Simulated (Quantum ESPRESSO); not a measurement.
# Kohn-Sham bands of TiC (rock salt)

```
TiC
1.0
    0.00000     2.16572     2.16572
    2.16572     0.00000     2.16572
    2.16572     2.16572     0.00000
Ti C
1 1
Direct
  0.00000   0.00000   0.00000
  0.50000   0.50000   0.50000
```

Materials Project entry mp-631; symmetrised, unrelaxed at this level. COD (Crystallography Open Database) has an entry of this formula and space group (matched by these alone). Method: PBEsol plane waves in Quantum ESPRESSO 7.5 (PseudoDojo norm-conserving files, 68 Ry, no spin polarisation, no spin-orbit coupling), Bloch states on a 12×12×12 mesh through Γ, Wannier90 4.0.1. Density: 12×12×12 mesh, cold smearing 0.01 Ry.

Question: List the Kohn-Sham levels between −8 and 3.0 eV relative to the Fermi level at the high-symmetry points, as a band run of pw.x on that density gives them (levels within 2 meV counted together).

Answer: 
```tsv
point	k (reciprocal lattice)	levels (eV)
Γ	0.000 0.000 0.000	0.64 (×3), 1.67 (×3), 1.72 (×2)
X	0.500 0.000 0.500	-3.49, -1.71, -0.07 (×2), 2.74
U	0.625 0.250 0.625	-3.54, -3.41, -1.75, 1.42
K	0.375 0.375 0.750	-3.54, -3.41, -1.75, 1.42
L	0.500 0.500 0.500	-5.92, -2.94 (×2), 2.91 (×2)
W	0.500 0.250 0.750	-3.21 (×2), -2.75, 2.77 (×2)
```
